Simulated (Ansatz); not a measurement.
Two states of EuMn$_{2}$Sb$_{2}$

```
Sb Mn Eu
1.0
     4.58969    0.00000    0.00000
    -2.29484    3.97479    0.00000
     0.00000    0.00000    7.69300
Sb Mn Eu
2 2 1
Direct
  0.33330 0.66670 0.26000
  0.66670 0.33330 0.74000
  0.33330 0.66670 0.62000
  0.66670 0.33330 0.38000
  0.00000 0.00000 0.00000
```

Level: PBE; 420 eV; 6×6×3 Γ-centred mesh; gaussian occupations (width 0.0113 eV); Ansatz 0.2.0, fixed geometry.

State A: Mn3 up, Mn4 down, Eu5 up (collinear spin). State B: Mn3 up, Mn4 up, Eu5 up (collinear spin).

Task: Which state is lower, and how do they differ?

Result: State A is lower by 99.5 meV an atom at zero smearing.

```json
{"state": "A", "free energy (meV/atom)": "0.0", "largest moment in a small sphere (μB)": "6.83", "net moment (μB/cell)": "7.00", "gap on mesh (eV)": "metal", "pressure (GPa)": "-2.7", "largest force (eV/Å)": "0.34"}
{"state": "B", "free energy (meV/atom)": "99.4", "largest moment in a small sphere (μB)": "6.87", "net moment (μB/cell)": "15.87", "gap on mesh (eV)": "metal", "pressure (GPa)": "-1.8", "largest force (eV/Å)": "0.11"}
```

Origin: a database entry at a rescaled volume. Caveats: f shells without a U or exact exchange are poorly placed.
